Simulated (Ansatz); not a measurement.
SnRu3N:
```xyz
5
Lattice="4.0413 0.0000 0.0000 0.0000 4.0413 0.0000 0.0000 0.0000 4.0413" Properties=species:S:1:pos:R:3 pbc="T T T"
Sn     0.0000     0.0000     0.0000
Ru     0.0000     2.0206     2.0206
Ru     2.0206     0.0000     2.0206
Ru     2.0206     2.0206     0.0000
N      2.0206     2.0206     2.0206
```

Relaxed with PBEsol. Special points in fractions of this cell's reciprocal vectors: Γ (0.000, 0.000, 0.000); X (0.000, 0.500, 0.000); M (0.500, 0.500, 0.000); R (0.500, 0.500, 0.500).

Question: List the band energies nearest the Fermi level at these points for DFT-PBEsol with spin–orbit coupling in the program Ansatz with PAW potentials.

Answer: In eV from the Fermi level; about four levels below and three above (degenerate sets whole), none deeper than 8.9 eV; points with the same levels are listed once.

```csv
k,below,above
Γ,-1.20 -1.20 -1.20 -1.20 -0.40 -0.40,0.22 0.22 0.22 0.22
X,-0.36 -0.36 -0.24 -0.24,0.75 0.75 1.74 1.74
M,-0.82 -0.82 -0.54 -0.54,0.30 0.30 1.03 1.03
R,-0.85 -0.85 -0.85 -0.85,0.42 0.42 0.55 0.55 0.55 0.55
```

Space group Pm-3m (anti-perovskite). The start of the workflow was typed in or built on a structure type; neither database checked (COD, Materials Project) lists it. Whether it is the stable phase at ambient conditions was not checked. Symmetry was held in the PBEsol relaxation; its stability against distortions is not shown here. The workflow began spin-polarised and lost its moments.

Potentials: the earlier of the program's two PAW sets. The files were generated under PBE; for other functionals the program regenerates the frozen cores, and for LDA and PBEsol the local potential too.
